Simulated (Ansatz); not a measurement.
SiC₂N₄:
```
CELL_PARAMETERS angstrom
     -2.38561     2.77099     3.89466
      2.38561    -2.77099     3.89466
      2.38561     2.77099    -3.89466
ATOMIC_POSITIONS crystal
  C  0.00000 0.00000 0.50000
  C  0.00000 0.50000 0.00000
  Si 0.00000 0.00000 0.00000
  Si 0.50000 0.00000 0.50000
  C  0.65371 0.40371 0.25000
  C  0.34629 0.59629 0.75000
  N  0.27775 0.77323 0.99548
  N  0.27775 0.28226 0.50452
  N  0.20562 0.76513 0.44049
  N  0.82464 0.76513 0.05951
  N  0.72225 0.22677 0.00452
  N  0.72225 0.71774 0.49548
  N  0.79438 0.23487 0.55951
  N  0.17536 0.23487 0.94049
```

Relaxed with r²SCAN. Special points in fractions of this cell's reciprocal vectors: Γ (0.000, 0.000, 0.000); X (0.500, 0.500, -0.500); F2 (0.344, 0.656, -0.344); Σ0 (-0.344, 0.344, 0.344); Y0 (0.377, -0.377, 0.377); U0 (0.623, 0.377, -0.377); R (0.000, 0.500, 0.000); W (0.250, 0.250, 0.250); S (0.500, 0.000, 0.000); T (0.000, 0.000, 0.500).

Question: List the band energies nearest the Fermi level at these points for r²SCAN (plane waves, PAW; program Ansatz).

Answer: In eV from the Fermi level; about four levels below and three above (degenerate sets whole), none deeper than 8.9 eV; points with the same levels are listed once.

```tsv
k	below	above
Γ	-2.20 -1.68 -1.54 -0.20	0.55 0.73 1.44
X	-3.47 -3.05 -2.73 -1.29	0.04 2.01 2.13
F2	-3.05 -2.90 -1.01 -0.79	0.49 2.04 2.48
Y0	-3.62 -2.54 -2.53 -1.73	0.04 1.91 2.08
R	-2.52 -1.06 -0.87 -0.13	1.56 2.33 2.65
W	-2.34 -2.34 -1.38 -1.38	1.65 1.65 2.61 2.61
S	-3.21 -2.08 -2.06 -1.33	0.01 1.10 1.50
T	-2.68 -2.68 -0.80 -0.80	1.27 1.27 2.58 2.58
```

Space group Imma. The start of the workflow was typed in or built on a structure type; neither database checked (COD, Materials Project) lists it. COD files the formula under space group No. 224. Whether it is the stable phase at ambient conditions was not checked. The cell was relaxed with r²SCAN under the symmetry of its start; whether a distortion lowers the energy is not shown. The volume moved by 26 % from the start of the relaxation. Its formation energy is positive at this level, so the cell may be metastable or incomplete.

Potentials: the earlier of the program's two PAW sets.
